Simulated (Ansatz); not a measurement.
Uniaxial strain in Al2Cu

Cell: a COD entry, whose atoms a relaxation with PBE at fixed cell left in place.

```
CELL_PARAMETERS angstrom
-3.03350 3.03350 2.43850
3.03350 -3.03350 2.43850
3.03350 3.03350 -2.43850
ATOMIC_POSITIONS crystal
Al 0.65810 0.15810 0.81620
Al 0.15810 0.34190 0.50000
Al 0.34190 0.84190 0.18380
Al 0.84190 0.65810 0.50000
Cu 0.25000 0.25000 0.00000
Cu 0.75000 0.75000 0.00000
```

Atoms are numbered from 1 in the order listed; like atoms form one site, named after its first atom.

The numbers come from a DFT calculation in Ansatz (PBE, plane waves and PAW, scalar-relativistic, 420 eV cutoff, Γ-centred 12×12×12 k-points, Fermi–Dirac smearing 0.05 eV).

The cell is stretched along z (the third Cartesian axis of the run's cell), x and y held, and the ions relax again each time. Tension counts as positive.

| strain along z (%) | stress along z (GPa) | stress along x (GPa) |
| --- | --- | --- |
| -3 | -5.6 | -1.6 |
| -2 | -3.4 | -0.9 |
| -1 | -1.6 | -0.3 |
| 0 | 0.3 | 0.3 |
| +1 | 1.9 | 0.9 |
| +2 | ? | ? |
| +3 | 4.7 | 2.0 |

(1) Estimate the row at +2 % from the others.

## Answers

(1) stress along z (GPa): 3.3; stress along x (GPa): 1.5. Worked: parabolas through the other 6 rows give 3.4 and 1.5 GPa at +2 %. Their slopes at zero strain are 171 GPa (the stiffness along z) and 59 GPa (the coupling of z to x).

All values belong to this cell and structure model.
